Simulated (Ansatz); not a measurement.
CoNbS2:
```xyz
8
Lattice="3.3088 0.0000 0.0000 -1.6544 2.8655 0.0000 0.0000 0.0000 11.3982" Properties=species:S:1:pos:R:3 pbc="T T T"
S      0.0000     1.9104     6.9519
Nb     0.0000     0.0000     8.5487
S      0.0000     1.9104    10.1455
Co     0.0000     0.0000     0.0000
S      1.6544     0.9552     1.2528
Nb     0.0000     0.0000     2.8496
S      1.6544     0.9552     4.4464
Co     0.0000     0.0000     5.6991
```

Relaxed with PBE+D3(BJ). Special points in fractions of this cell's reciprocal vectors: Γ (0.000, 0.000, 0.000); M (0.500, 0.000, 0.000); K (0.333, 0.333, 0.000); A (0.000, 0.000, 0.500); L (0.500, 0.000, 0.500); H (0.333, 0.333, 0.500).

### Question
List the band energies nearest the Fermi level at these points for the program Ansatz at the PBE+D3(BJ) level (PAW).

### Answer
In eV from the Fermi level; about four levels below and three above (degenerate sets whole), none deeper than 8.9 eV; points with the same levels are listed once.

```tsv
k	below	above
Γ	-1.50 -0.63 -0.37 -0.37	0.86 0.90 0.90
M	-1.25 -1.16 -1.14 -0.78	0.24 1.04 1.08
K	-1.25 -1.25 -0.71 -0.71	0.54 0.54 0.95
A	-1.24 -1.24 -1.24 -1.24	0.25 0.25 1.44 1.44 1.44 1.44
L	-1.15 -1.15 -0.38 -0.38	1.01 1.01 1.50 1.50
H	-1.02 -1.02 -0.84 -0.84	0.60 0.60 1.12 1.12
```

Space group P6_3/mmc. A made-up cell: these elements were put on the sites of a structure type; neither database checked (COD, Materials Project) lists it. Whether it is the stable phase at ambient conditions was not checked. The cell was relaxed with PBE+D3(BJ) under the symmetry of its start; its stability against distortions is not shown here. The workflow began spin-polarised and lost its moments. Scalar-relativistic: spin–orbit coupling is off unless named, which matters more the heavier the elements.

Potentials: the later of the program's two PAW sets.
